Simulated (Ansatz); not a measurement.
PtW:
Space group P4/mmm (No. 123); a = 2.7431 Å, b = 2.7431 Å, c = 4.1427 Å, α = 90.00°, β = 90.00°, γ = 90.00°

| atom | site | symmetry | x | y | z |
|---|---|---|---|---|---|
| Pt | 1a | 4/mmm | 0.0000 | 0.0000 | 0.0000 |
| W | 1d | 4/mmm | 0.5000 | 0.5000 | 0.5000 |

Relaxed at zero pressure with PBE in the plane-wave PAW code Ansatz.

Q: The volume is raised by 9 % and shape and atoms relax at that volume. What pressure results, and how do the axes share the change?

A: -20.6 GPa; a 2.9 %, b 2.9 %, c 3.0 %; the energy rises by 98 meV/atom.

Q: Give the new structure.

A: 
Space group P4/mmm (No. 123); a = 2.822 Å, b = 2.822 Å, c = 4.266 Å, α = 90.00°, β = 90.00°, γ = 90.00°

| atom | site | symmetry | x | y | z |
|---|---|---|---|---|---|
| Pt | 1a | 4/mmm | 0.0000 | 0.0000 | 0.0000 |
| W | 1d | 4/mmm | 0.5000 | 0.5000 | 0.5000 |

The phase is kept; no other phase was compared at this pressure.

The start of the workflow was typed in or built on a structure type; neither database checked (COD, Materials Project) lists it. Whether it is the stable phase at ambient conditions was not checked. The PBE relaxation kept the symmetry of its start; its stability against distortions is not shown here. No spin polarisation was allowed. Axis ratios of metals converge slowly with the k-mesh, so a and c are less sure than the volume. Spin–orbit coupling is left out wherever it is not named.

Potentials: the earlier of the program's two PAW sets.
